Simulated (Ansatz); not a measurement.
Here is the system:

MgO:
```cif
data_MgO
_chemical_formula_sum 'Mg1 O1'
_space_group_name_H-M_alt 'P 1'
_space_group_IT_number 1
_cell_length_a 2.98035
_cell_length_b 2.98035
_cell_length_c 2.98035
_cell_angle_alpha 60.000
_cell_angle_beta 60.000
_cell_angle_gamma 60.000
loop_
_space_group_symop_operation_xyz
  'x, y, z'
loop_
_atom_site_label
_atom_site_type_symbol
_atom_site_fract_x
_atom_site_fract_y
_atom_site_fract_z
_atom_site_occupancy
Mg1 Mg 0.00000 0.00000 0.00000 1
O1 O 0.50000 0.50000 0.50000 1
```

This is the PBEsol-relaxed structure.

Q: All from PBEsol in the plane-wave PAW code Ansatz, unless another level is named. Estimate the Young's modulus.

A: 297 GPa.

Q: Predict the zero-point energy.

A: 72.2 meV/atom.

Q: Next, the vibrational entropy at 300 K?

A: 14.1 J/(K·mol of atoms).

Space group Fm-3m (rock salt). The PBEsol relaxation kept the symmetry of its start; phonons on a q-mesh show no instability.

Potentials: the earlier of the program's two PAW sets.
